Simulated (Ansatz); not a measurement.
This trial cell of Sc2Ga4S was written down by chemical analogy (P-3m1, No. 164). Its size is a guess.

```cif
data_structure
_symmetry_space_group_name_H-M 'P-3m1'
_symmetry_Int_Tables_number 164
_cell_length_a 4.0000
_cell_length_b 4.0000
_cell_length_c 9.2500
_cell_angle_alpha 90.000
_cell_angle_beta 90.000
_cell_angle_gamma 120.000
_cell_volume 128.17
loop_
_atom_site_label
_atom_site_type_symbol
_atom_site_symmetry_multiplicity
_atom_site_Wyckoff_symbol
_atom_site_fract_x
_atom_site_fract_y
_atom_site_fract_z
_atom_site_occupancy
Sc1 Sc 2 d 0.33333 0.66667 0.14000 1
Ga1 Ga 2 c 0.00000 0.00000 0.67000 1
Ga2 Ga 2 d 0.33333 0.66667 0.58000 1
S1 S 1 a 0.00000 0.00000 0.00000 1
```

Method: Ansatz, DFT PBE, scalar-relativistic, plane waves, PAW. Cutoff 420 eV, Gaussian smearing, Γ-centred meshes. Cell and atoms relax first on a coarse mesh, the cell is then made exact in the group found at 0.06 to 0.08 Å, and last on a converged mesh; the steps can't lower the symmetry of their start. No spin polarisation.

A guess keeps its type if space group and coordination stay and the shape of the cell changes little (axis ratios within about 15 %, angles within 6°); the volume may change.

Task: Will the relaxed cell still be of the starting type?

Result: It doesn't keep its type. The symmetry stays P-3m1 (No. 164). The volume per atom grows by 8.2 %, from 18.3 to 19.8 Å³. The shortest distance stays 2.45 Å (Ga–Ga). The ratio c/a of the conventional cell changes by a factor of 0.99. Counting neighbours within 15 % of an atom's shortest distance, the start has Ga 3/6, S 6, Sc 6 and the end Ga 3/4, S 6, Sc 6. In detail, at the end Sc has 3 S at 2.72 Å, 3 Ga at 2.83 Å, 3 Ga at 3.20 Å and 3 Sc at 3.55 Å; Ga on its first site is surrounded by 4 Ga at 2.45–2.53 Å and 3 Sc at 3.20 Å; S is surrounded by 6 Sc at 2.72 Å; 1 more site not described.

```yaml
crystal:
  lattice:
    - [4.11763, 0.00000, 0.00000]
    - [-2.05881, 3.56597, 0.00000]
    - [0.00000, 0.00000, 9.44627]
  atoms:
    - { symbol: Sc, position: [0.33333, 0.66667, 0.13956] }
    - { symbol: Sc, position: [0.66667, 0.33333, 0.86044] }
    - { symbol: Ga, position: [0.00000, 0.00000, 0.63405] }
    - { symbol: Ga, position: [0.33333, 0.66667, 0.69731] }
    - { symbol: Ga, position: [0.00000, 0.00000, 0.36595] }
    - { symbol: Ga, position: [0.66667, 0.33333, 0.30269] }
    - { symbol: S, position: [0.00000, 0.00000, 0.00000] }
```

The last run used a 12×12×4 mesh (in the run's order of axes) for its 7-atom cell and Gaussian smearing of 0.10 eV. A later test with randomly moved atoms led to a structure 58 meV/atom lower, so this end is a saddle point or a shallow minimum. Another cell of the same search, in P-1, lies 58 meV/atom lower, so this cell isn't the stable form at this level.

In counts of neighbours, a slash parts the counts of unlike sites.
